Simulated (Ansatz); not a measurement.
ScIr$_{2}$ (cubic Laves (MgCu2 type), Fd-3m) at seven volumes, the program Ansatz at the r²SCAN level (PAW), scaled uniformly. One row is withheld.

```csv
V (Å³/atom),P (GPa)
15.109,?
15.607,16.78
16.105,7.69
16.603,0.00
17.101,-6.50
17.599,-11.98
18.097,-16.59
```

Question: Fit the shown pressures and predict the withheld one.

Answer: P = (3/2)B₀(x^(7/2) − x^(5/2))[1 + (3/4)(B′ − 4)(x − 1)] with x = (V₀/V)^(2/3). Least squares on the six rows gives V₀ = 16.603 Å³/atom, B₀ = 235 GPa, B′ = 4.64. At V = 15.109, x = 1.0649 and P = 27.60 GPa. The run itself gave 27.54 GPa.

The workflow started from an entry of the Crystallography Open Database (COD). Whether it is the stable phase at ambient conditions was not checked. The cell was relaxed with r²SCAN under the symmetry of its start; its stability against distortions is not shown here. The run is not spin-polarised. Scalar-relativistic: spin–orbit coupling is off unless named, which matters more the heavier the elements.

Potentials: the later of the program's two PAW sets.
